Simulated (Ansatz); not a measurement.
Consider the following.

AlV4C3:
```cif
data_C6Al2V8
_chemical_formula_sum 'Al2 V8 C6'
_space_group_name_H-M_alt 'P63/mmc'
_space_group_IT_number 194
_space_group_name_Hall '-P 6c 2c'
_cell_length_a 2.89024
_cell_length_b 2.89024
_cell_length_c 22.57974
_cell_angle_alpha 90.000
_cell_angle_beta 90.000
_cell_angle_gamma 120.000
loop_
_atom_site_label
_atom_site_type_symbol
_atom_site_symmetry_multiplicity
_atom_site_Wyckoff_symbol
_atom_site_fract_x
_atom_site_fract_y
_atom_site_fract_z
_atom_site_occupancy
Al1 Al 2 c 0.33333 0.66667 0.25000 1
V1 V 4 e 0.00000 0.00000 0.15440 1
V2 V 4 f 0.33333 0.66667 0.05437 1
C1 C 4 f 0.66667 0.33333 0.10756 1
C2 C 2 a 0.00000 0.00000 0.00000 1
```

This is the PBEsol-relaxed structure.

**Question.** All from PBEsol (plane waves, PAW; program Ansatz), unless another level is named. Give the electronic character.

**Answer.** metallic (no gap).

**Question.** What about the density of states at the Fermi level?

**Answer.** 0.34 states/eV per atom (mean over ±0.08 eV).

**Question.** Next, the formation energy from the elements (no fitted shifts)?

**Answer.** -0.59 eV/atom.

Space group P6_3/mmc. The first step of the workflow began from a Materials Project structure, measured or hypothetical; the Crystallography Open Database copy checked does not list it. Its standing as an ambient phase is unchecked. The cell was relaxed with PBEsol under the symmetry of its start; whether a distortion lowers the energy is not shown. No spin polarisation was allowed. The references are the lowest solids computed at this level, not always the standard phases.

Potentials: the later of the program's two PAW sets.
